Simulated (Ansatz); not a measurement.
Data:

MoS2:
```
CELL_PARAMETERS angstrom
      1.57657     0.91023     5.99887
     -1.57657     0.91023     5.99887
      0.00000    -1.82047     5.99887
ATOMIC_POSITIONS crystal
  Mo 0.99976 0.99976 0.99976
  S  0.42001 0.42001 0.42001
  S  0.24625 0.24625 0.24625
```

This is the PBE+D3(BJ)-relaxed structure.

All from the program Ansatz at the PBE+D3(BJ) level (PAW), unless another level is named. Predict the formation energy from the elements (no fitted shifts).

-0.93 eV/atom.

What about the gap with spin–orbit coupling?

0.74 eV.

Predict the band gap.

0.77 eV (indirect).

Give the weight of the valence-edge state by species (Voronoi cells).

Mo 57 %, S 43 %.

What about the valence-band maximum?

at T.

Space group R3m. The cell was relaxed with PBE+D3(BJ) under the symmetry of its start. No spin polarisation was allowed. The references are the lowest solids computed at this level, not always the standard phases. Scalar-relativistic: spin–orbit coupling is off unless named, which matters more the heavier the elements.

Potentials: the earlier of the program's two PAW sets.
